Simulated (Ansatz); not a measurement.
Sc (hcp, Mg type)

```
Sc
1.0
    3.31943     0.00000     0.00000
   -1.65971     2.87471     0.00000
    0.00000     0.00000     5.16637
Sc
2
Cartesian
  0.00000   1.91647   3.87478
  1.65971   0.95824   1.29159
```

In each cell atom 1 (Sc, nearest neighbour Sc at 3.216 Å; its periodic images, 3.3 Å or more away, move with it) moves by s·(1.000, 0.000, 0.000) (along Cartesian x), the rest being held.

All values below come from PBE (plane waves to 420 eV, PAW, scalar-relativistic; Ansatz, a quantum-chemistry and plane-wave program). k mesh 13×13×7 (Γ-centred), Fermi-Dirac smearing 0.05 eV. E stands for the smeared free energy. With partly filled bands, energies and forces of such displacements shift with the k mesh and the smearing. Sc is run without spin polarisation. Sc was relaxed with its symmetry unable to fall. ΔE is measured from the undisplaced structure. The last digit holds for this mesh only.

```tsv
s (Å)	ΔE (meV/cell)
-0.640	withheld
-0.512	180.4
-0.384	105.1
-0.256	47.5
-0.128	12.0
0.000	0.0
0.128	12.0
0.256	47.5
0.384	105.1
0.512	180.4
0.640	withheld
```

**Question.** Fit an even polynomial form (powers 2, 4) to the given rows and predict ΔE at s = 0.640.

**Answer.** Least squares on the 9 given rows: ΔE = (741.3)·s² + (-202.0)·s⁴, in meV/cell with s in Å; root-mean-square residual 0.14 meV/cell. At 0.640 the fit gives 269.7 meV/cell; the calculation gives 265.4 meV/cell, so the extrapolation is off by 4.3 (+1.6 %). The quadratic term alone would give 303.6 meV/cell.

(For displaced atoms, the force is minus the slope of the energy, and its curvature is a force constant, which sets phonon frequencies.)
